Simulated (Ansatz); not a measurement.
Clean, relaxed (101) surface of FePt, space group P4/mmm (No. 123) (top face towards +c; atoms held fixed, by place in the list: 1, 2, 3, 4):

```
CELL_PARAMETERS angstrom
2.68680 0.00000 0.00000
0.00000 4.58661 0.00000
0.00000 0.00000 23.53264
ATOMIC_POSITIONS crystal
Fe 0.50000 0.84315 0.36120
Pt 0.00000 0.34315 0.36120
Fe 0.50000 0.18630 0.45373
Pt 0.00000 0.68630 0.45373
Fe 0.50000 0.51214 0.54546
Pt 0.00000 0.01411 0.54701
Fe 0.50000 0.87689 0.63831
Pt 0.00000 0.38797 0.63721
```

All numbers below come from DFT PBEsol, scalar-relativistic, plane waves, PAW (Ansatz). Settings: cutoff 420 eV, Γ-centred mesh 11×6×1 on the computed 8-atom cell, Gaussian smearing of 0.10 eV; collinear spin from starting moments 3.17 0.41 3.17 0.41 3.17 0.41 3.17 0.41 μB. The cell repeats along c with a dipole correction in the vacuum.

F (atom) is put at the hollow (Pt-Pt-Fe) at (0.50, 0.22) site, one adsorbate per 12.3 Å², and relaxed. The adsorption energy is E(slab + adsorbate) − E(slab) − E(free adsorbate, spin-polarised where open-shell). Heights count from the highest slab atom after relaxation. Bonded neighbours lie within 1.25 times the sum of covalent radii (1.35 for H) and, on that scale, within 12 % of the closest. With the adsorbate the cell is lengthened along c to keep the vacuum.

(1) How strongly does it bind, and where does its anchoring atom end?

(2) How high does its anchoring atom sit over the highest slab atom, and what is the shortest contact with the surface?

(3) The clean face has a work function of 5.14 eV. How does the adsorbate change it?

(4) What spin moment does the cell carry?

Each end is the local minimum or symmetric point that its start leads to. The slab is only 6.5 Å thick, so the energies aren't converged with thickness.

Only parallel moments were tried here. Semilocal functionals without U can misjudge the magnetic state of such a slab.

## Answers

(1) -4.24 eV; at (0.50, 0.93), 1 bonded neighbour (Fe).

(2) 1.72 Å; F–Fe 1.72 Å.

(3) By +2.52 eV.

(4) 13.52 μB.

Cost: 3 runs of about 32 core-minutes in all, on Intel Xeon 6975P-C (Granite Rapids) (shared hosts).